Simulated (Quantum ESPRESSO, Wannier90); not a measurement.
## CsI (CsCl type), plane waves to Wannier functions

Structure: Materials Project mp-1056920, symmetrised, not relaxed again. COD (Crystallography Open Database) has an entry of this formula and space group (matched by these alone). Level: PBEsol, no spin polarisation, no spin-orbit coupling; pw.x of Quantum ESPRESSO at 56 Ry with PseudoDojo potentials, 8×8×8 k-points, Wannier90. Density: 8×8×8 mesh, cold smearing 0.01 Ry. Spin-orbit coupling is left out although heavy elements are present.

On the energy scale of pw.x, whose zero is arbitrary, the valence-band maximum lies at 2.53 eV.

Input w.win:

```
num_bands = 4
num_wann = 4
exclude_bands = 1,3-5,9-15
num_iter = 1000
conv_tol = 1.0e-6
conv_window = 4
write_hr = true
write_u_matrices = true
auto_projections = true
begin unit_cell_cart
ang
    4.6652100000    0.0000000000    0.0000000000
    0.0000000000    4.6652100000    0.0000000000
    0.0000000000    0.0000000000    4.6652100000
end unit_cell_cart
begin atoms_frac
Cs   0.0000000000  0.0000000000  0.0000000000
I    0.5000000000  0.5000000000  0.5000000000
end atoms_frac
mp_grid = 8 8 8
begin kpoints
0.0000000000 0.0000000000 0.0000000000
0.0000000000 0.0000000000 0.1250000000
0.0000000000 0.0000000000 0.2500000000
... (509 more lines: the 8x8x8 mesh through Gamma)
end kpoints
```

Input of pw2wannier90.x that gives the overlap and projection files (equivalent; here they were cut from one run over all bands):

```
&inputpp
  outdir = './out'
  prefix = 'pwscf'
  seedname = 'w'
  write_amn = .true.
  write_mmn = .true.
  scdm_proj = .true.
  scdm_entanglement = 'isolated'
/
```

Output w.wout (banner and timings cut):

```
                                    ------
                                    SYSTEM
                                    ------

                              Lattice Vectors (Ang)
                    a_1     4.665210   0.000000   0.000000
                    a_2     0.000000   4.665210   0.000000
                    a_3     0.000000   0.000000   4.665210

                   Unit Cell Volume:     101.53449  (Ang^3)

                        Reciprocal-Space Vectors (Ang^-1)
                    b_1     1.346817   0.000000   0.000000
                    b_2     0.000000   1.346817   0.000000
                    b_3     0.000000   0.000000   1.346817

 *----------------------------------------------------------------------------*
 |   Site       Fractional Coordinate          Cartesian Coordinate (Ang)     |
 +----------------------------------------------------------------------------+
 | cs   1   0.00000   0.00000   0.00000   |    0.00000   0.00000   0.00000    |
 | i    1   0.50000   0.50000   0.50000   |    2.33261   2.33261   2.33261    |
 *----------------------------------------------------------------------------*
                                ------------
                                K-POINT GRID
                                ------------

             Grid size =  8 x  8 x  8      Total points =  512

 *---------------------------------- MAIN ------------------------------------*
 |  Number of Wannier Functions               :                 4             |
 |  Number of Objective Wannier Functions     :                 4             |
 |  Number of input Bloch states              :                 4             |
 |  Output verbosity (1=low, 5=high)          :                 1             |
 |  Timing Level (1=low, 5=high)              :                 1             |
 |  Optimisation (0=memory, 3=speed)          :                 3             |
 |  Length Unit                               :               Ang             |
 |  Post-processing setup (write *.nnkp)      :                 F             |
 |  Using Gamma-only branch of algorithms     :                 F             |
 *----------------------------------------------------------------------------*
 *------------------------------- WANNIERISE ---------------------------------*
 |  Total number of iterations                :              1000             |
 |  Number of CG steps before reset           :                 5             |
 |  Trial step length for line search         :             2.000             |
 |  Convergence tolerence                     :         0.100E-05             |
 |  Convergence window                        :                 4             |
 |  Iterations between writing output         :                 1             |
 |  Iterations between backing up to disk     :               100             |
 |  Write r^2_nm to file                      :                 F             |
 |  Write xyz WF centres to file              :                 F             |
 |  Write on-site energies <0n|H|0n> to file  :                 F             |
 |  Use guiding centre to control phases      :                 F             |
 |  Use phases for initial projections        :                 F             |
 *----------------------------------------------------------------------------*
 *-------------------------------- PLOTTING ----------------------------------*
 |  Plotting Hamiltonian in WF basis          :                 T             |
 *----------------------------------------------------------------------------*

 *---------------------------------- K-MESH ----------------------------------*
 +----------------------------------------------------------------------------+
 |                    Distance to Nearest-Neighbour Shells                    |
 |                    ------------------------------------                    |
 |          Shell             Distance (Ang^-1)          Multiplicity         |
 |          -----             -----------------          ------------         |
 |             1                   0.168352                      6            |
 |             2                   0.238086                     12            |
 |             3                   0.291594                      8            |
 |             4                   0.336704                      6            |
 |             5                   0.376447                     24            |
 |             6                   0.412377                     24            |
 |             7                   0.476172                     12            |
 |             8                   0.505056                     30            |
       ... (lines left out)
 +----------------------------------------------------------------------------+
 | The b-vectors are chosen automatically                                     |
 | The following shells are used:                       1                     |
 +----------------------------------------------------------------------------+
 |                        Shell   # Nearest-Neighbours                        |
 |                        -----   --------------------                        |
 |                          1               6                                 |
 +----------------------------------------------------------------------------+
 | Completeness relation is fully satisfied [Eq. (B1), PRB 56, 12847 (1997)]  |
 +----------------------------------------------------------------------------+
 |                  b_k Vectors (Ang^-1) and Weights (Ang^2)                  |
 |                  ----------------------------------------                  |
 |            No.         b_k(x)      b_k(y)      b_k(z)        w_b           |
 |            ---        --------------------------------     --------        |
 |             1         0.000000    0.000000    0.168352    17.641383        |
 |             2         0.000000    0.168352    0.000000    17.641383        |
 |             3         0.168352    0.000000    0.000000    17.641383        |
 |             4         0.000000    0.000000   -0.168352    17.641383        |
 |             5         0.000000   -0.168352    0.000000    17.641383        |
 |             6        -0.168352    0.000000    0.000000    17.641383        |
 +----------------------------------------------------------------------------+
 |                           b_k Directions (Ang^-1)                          |
 |                           -----------------------                          |
 |            No.           x           y           z                         |
 |            ---        --------------------------------                     |
 |             1         0.000000    0.000000    0.168352                     |
 |             2         0.000000    0.168352    0.000000                     |
 |             3         0.168352    0.000000    0.000000                     |
 +----------------------------------------------------------------------------+

 Starting a new Wannier90 calculation ...

 Reading overlaps from w.mmn

 Reading projections from w.amn

 *------------------------------- WANNIERISE ---------------------------------*
 +--------------------------------------------------------------------+<-- CONV
 | Iter  Delta Spread     RMS Gradient      Spread (Ang^2)            |<-- CONV
 +--------------------------------------------------------------------+<-- CONV

 ------------------------------------------------------------------------------
 Initial State
  WF centre and spread    1  (  1.979407, -1.986548, -2.061291 )     2.06213424
  WF centre and spread    2  ( -1.987740, -2.059732,  1.989475 )     2.08120086
  WF centre and spread    3  (  2.064290,  1.928284,  2.069003 )     2.09714464
  WF centre and spread    4  ( -2.055479,  2.117236, -1.996515 )     2.26449576
  Sum of centres and spreads (  0.000478, -0.000761,  0.000672 )     8.50497550

      0     0.850E+01     0.0000000000        8.5049754992  <-- CONV
        O_D=      0.0166559 O_OD=      1.2230284 O_TOT=      8.5049755 <-- SPRD
 ------------------------------------------------------------------------------
      1    -0.299E-01     0.1072668554        8.4750340346  <-- CONV
        O_D=      0.0051415 O_OD=      1.2046014 O_TOT=      8.4750340 <-- SPRD
      2    -0.535E-02     0.0541854856        8.4696812067  <-- CONV
        O_D=      0.0022108 O_OD=      1.2021792 O_TOT=      8.4696812 <-- SPRD
      3    -0.331E-02     0.0580891102        8.4663673577  <-- CONV
        O_D=      0.0008676 O_OD=      1.2002086 O_TOT=      8.4663674 <-- SPRD
      4    -0.124E-02     0.0416529238        8.4651264790  <-- CONV
        O_D=      0.0004269 O_OD=      1.1994084 O_TOT=      8.4651265 <-- SPRD
      5    -0.458E-03     0.0229280544        8.4646684379  <-- CONV
        O_D=      0.0003052 O_OD=      1.1990721 O_TOT=      8.4646684 <-- SPRD
       ... (lines left out)
    100    -0.104E-05     0.0010279105        8.4561061419  <-- CONV
        O_D=      0.0002542 O_OD=      1.1905608 O_TOT=      8.4561061 <-- SPRD
       ... (lines left out)
    102    -0.475E-06     0.0007050331        8.4561049872  <-- CONV
        O_D=      0.0002542 O_OD=      1.1905596 O_TOT=      8.4561050 <-- SPRD
    103    -0.460E-06     0.0007861820        8.4561045270  <-- CONV
        O_D=      0.0002541 O_OD=      1.1905593 O_TOT=      8.4561045 <-- SPRD
    104    -0.620E-06     0.0006865262        8.4561039070  <-- CONV
        O_D=      0.0002542 O_OD=      1.1905586 O_TOT=      8.4561039 <-- SPRD
             <<<     Delta < 1.000E-06  over  4 iterations     >>>
             <<< Wannierisation convergence criteria satisfied >>>
 Final State
  WF centre and spread    1  (  1.982301, -1.990323, -2.094317 )     2.11191667
  WF centre and spread    2  ( -2.015261, -2.057149,  1.986213 )     2.11202563
  WF centre and spread    3  (  2.057121,  1.949136,  2.061738 )     2.11285339
  WF centre and spread    4  ( -2.024205,  2.098141, -1.953460 )     2.11930822
  Sum of centres and spreads ( -0.000044, -0.000196,  0.000174 )     8.45610391

         Spreads (Ang^2)       Omega I      =     7.265291149
        ================       Omega D      =     0.000254206
                               Omega OD     =     1.190558552
    Final Spread (Ang^2)       Omega Total  =     8.456103907
```
